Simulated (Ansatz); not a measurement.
ScPd₃ (Cu3Au type, space group No. 221) under volume change, DFT-PBEsol in the program Ansatz with PAW potentials, scaled uniformly.

```json
[
 {"V (Å³/atom)": "13.946", "E − E(relaxed) (meV/atom)": "78.5", "P (GPa)": "20.01"},
 {"V (Å³/atom)": "14.406", "E − E(relaxed) (meV/atom)": "?", "P (GPa)": "?"},
 {"V (Å³/atom)": "14.866", "E − E(relaxed) (meV/atom)": "?", "P (GPa)": "?"},
 {"V (Å³/atom)": "15.325", "E − E(relaxed) (meV/atom)": "0.0", "P (GPa)": "0.00"},
 {"V (Å³/atom)": "15.785", "E − E(relaxed) (meV/atom)": "6.8", "P (GPa)": "-4.62"},
 {"V (Å³/atom)": "16.245", "E − E(relaxed) (meV/atom)": "25.8", "P (GPa)": "-8.48"},
 {"V (Å³/atom)": "16.705", "E − E(relaxed) (meV/atom)": "54.9", "P (GPa)": "-11.71"}
]
```

Problem. Complete the blanks.

Solution. 
- 14.406, E − E(relaxed) (meV/atom): 32.8
- 14.406, P (GPa): 12.13
- 14.866, E − E(relaxed) (meV/atom): 7.7
- 14.866, P (GPa): 5.53

Problem. What does a third-order Birch–Murnaghan fit give for V₀, B₀ and B′?

Solution. V₀ = 15.33 Å³/atom, B₀ = 168 GPa, B′ = 4.9.

Space group Pm-3m (Cu3Au type). The first step of the workflow began from a Materials Project structure, measured or hypothetical; the Crystallography Open Database files this formula in space group No. 221, but the cells were not matched. Its standing as an ambient phase is unchecked. Symmetry was held in the PBEsol relaxation; of distortions, only those at the zone centre were tested. The run is not spin-polarised.

Potentials: the later of the program's two PAW sets.
